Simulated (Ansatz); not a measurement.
All-electron LAPW in Ansatz 0.2.0 under PBEsol, scalar-relativistic, energies extrapolated to zero smearing. Slabs are 1×1 cells cut from bulk crystals relaxed on PAW files, with atoms then relaxed, 16 to 20 Å of vacuum, a dipole correction, k spacings of 0.16 to 0.26 Å⁻¹ and smearing of 0.02 to 0.1 eV, without spin–orbit coupling or spin polarisation. The bulk type named needn't be the stable one, and no reconstruction is allowed.

```csv
slab,area (Å²),γ (J/m²),Φ (eV),Δd12 (%)
"hcp Hf (0001), 2 layers",8.64,1.80,?,-10.0
"hcp Hf (10-10), 2 layers",15.79,2.33,4.27,-17.4
"hcp Hf (0001), 6 layers",8.64,1.91,4.43,-6.1
"hcp Hf (10-10), 4 layers",15.79,2.05,4.08,-9.7
"hcp Hf (0001), 5 layers",8.64,1.90,?,-6.2
```

**Question.** What belongs in the row "hcp Hf (0001), 2 layers", column "Φ (eV)"?

**Answer.** 4.26.

**Question.** Fill in "Φ (eV)" for the row "hcp Hf (0001), 5 layers".

**Answer.** 4.46.
